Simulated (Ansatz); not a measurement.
A geometry of Si away from equilibrium: step 2 of the relaxation of a relaxed Si cell, doubled along one cell vector, shaken by Gaussian noise of σ = 0.08 Å a coordinate. Computed with PBEsol (plane waves to 420 eV, PAW, scalar-relativistic; Ansatz, a first-principles code). Γ-centred k-mesh 7×7×4 on the run's cell (coarser than for final values), Fermi–Dirac smearing 0.05 eV.

```
CELL_PARAMETERS angstrom
     -0.02154     2.73320     2.72821
      2.70769     0.00437     2.70230
      5.38997     5.38916     0.03416
ATOMIC_POSITIONS crystal
  Si 0.76878 0.75670 0.36448
  Si 0.75426 0.74481 0.86977
  Si 0.51624 0.51043 0.23933
  Si 0.50894 0.49141 0.74404
```

What forces act on the atoms (eV/Å)?


| atom | Fx | Fy | Fz |
|---|---|---|---|
| Si1 | 0.09 | 0.08 | -0.02 |
| Si2 | -0.48 | -0.04 | 0.35 |
| Si3 | 0.22 | 0.24 | -0.37 |
| Si4 | 0.17 | -0.29 | 0.04 |

What is the pressure?

+0.8 GPa, compression positive.

How much energy per atom can still be gained by relaxing?

0.01 eV/atom; the path ends in Fd-3m (No. 227) (diamond type).

No spin polarisation in the result.
